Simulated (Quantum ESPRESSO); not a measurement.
# Band energies of Li$_{4}$WO$_{5}$

```xyz
10
Lattice="-3.2697 3.2697 2.0528 3.2697 -3.2697 2.0528 3.2697 3.2697 -2.0528" Properties=species:S:1:pos:R:3 pbc="T T T"
Li     2.6098     1.2039     0.0046
Li     1.2039     3.9297     0.0046
Li     0.6600     2.0658     2.0574
Li     2.0658    -0.6600     2.0574
O      2.6903     1.4733     2.0138
O      4.7430     0.5795    -0.0390
O      0.5795     1.7965    -0.0390
O     -1.4733     2.6903     2.0138
O      0.0000     0.0000     2.0163
W      0.0000     0.0000     0.1638
```

norm-conserving PBEsol (Quantum ESPRESSO, 84 Ry, without SOC); path ΓXMΓZPNZ1M,XP; energies in eV from the valence-band maximum.

| k (1/Å) | point | band 24 | band 25 | band 26 | band 27 | band 28 | band 29 | band 30 | band 31 |
|---|---|---|---|---|---|---|---|---|---|
| 0.00 | Γ | -1.33 | -0.92 | -0.58 | -0.11 | -0.11 | 3.51 | 3.51 | 4.18 |
| 0.23 |  | -1.37 | -0.80 | -0.56 | -0.35 | -0.12 | 3.43 | 3.50 | 4.20 |
| 0.68 | X | -1.24 | -1.10 | -0.94 | -0.37 | -0.17 | 3.19 | 3.49 | 4.17 |
| 1.13 |  | -1.43 | -1.11 | -0.90 | -0.75 | -0.07 | 3.36 | 3.39 | 3.95 |
| 1.36 | M | -1.48 | -1.06 | -0.73 | -0.73 | -0.13 | 3.42 | 3.42 | 3.80 |
| 1.55 |  | -1.43 | -1.12 | -0.85 | -0.77 | -0.07 | 3.35 | 3.42 | 3.91 |
| 1.94 |  | -1.28 | -1.00 | -0.62 | -0.58 | -0.09 | 3.34 | 3.47 | 4.19 |
| 2.32 | Γ | -1.33 | -0.92 | -0.58 | -0.11 | -0.11 | 3.51 | 3.51 | 4.18 |
| 2.68 |  | -1.14 | -0.97 | -0.54 | -0.27 | -0.24 | 3.81 | 4.00 | 4.14 |
| 3.03 |  | -0.70 | -0.60 | -0.51 | -0.44 | -0.40 | 4.03 | 4.28 | 4.55 |
| 3.39 | Z | -0.91 | -0.85 | -0.73 | -0.56 | -0.33 | 3.89 | 3.89 | 4.14 |
| 3.76 |  | -0.86 | -0.66 | -0.59 | -0.37 | -0.16 | 4.02 | 4.23 | 4.38 |
| 4.13 | P | -1.06 | -0.97 | -0.27 | -0.27 | -0.23 | 4.28 | 4.35 | 4.35 |
| 4.45 |  | -0.80 | -0.57 | -0.47 | -0.27 | -0.21 | 4.09 | 4.35 | 4.47 |
| 4.61 | N | -0.73 | -0.65 | -0.53 | -0.28 | -0.21 | 4.04 | 4.36 | 4.49 |
| 4.80 |  | -0.74 | -0.68 | -0.53 | -0.47 | -0.15 | 4.00 | 4.29 | 4.45 |
| 5.18 | Z1 | -0.91 | -0.85 | -0.73 | -0.56 | -0.33 | 3.89 | 3.89 | 4.14 |
| 5.49 |  | -1.40 | -1.04 | -0.79 | -0.68 | -0.16 | 3.44 | 3.55 | 3.81 |
| 5.64 | M | -1.48 | -1.06 | -0.73 | -0.73 | -0.13 | 3.42 | 3.42 | 3.80 |
| 5.64 | X | -1.24 | -1.10 | -0.94 | -0.37 | -0.17 | 3.19 | 3.49 | 4.17 |
| 5.90 |  | -1.20 | -0.98 | -0.94 | -0.43 | -0.18 | 3.46 | 3.68 | 4.21 |
| 6.15 |  | -1.05 | -0.94 | -0.49 | -0.39 | -0.21 | 4.01 | 4.12 | 4.26 |
| 6.41 | P | -1.06 | -0.97 | -0.27 | -0.27 | -0.23 | 4.28 | 4.35 | 4.35 |

The PBEsol gap is 3.19 eV; at least one edge lies off the plotted path, at a point of the SCF mesh. The smallest direct gap is 3.28 eV.

Without spin-orbit coupling, band edges of such heavy elements can be off by tenths of an eV.

Geometry of the Materials Project entry, not relaxed at this level.

The structure is a Materials Project entry; no match was found in the copy of COD used, and its stability was not checked.
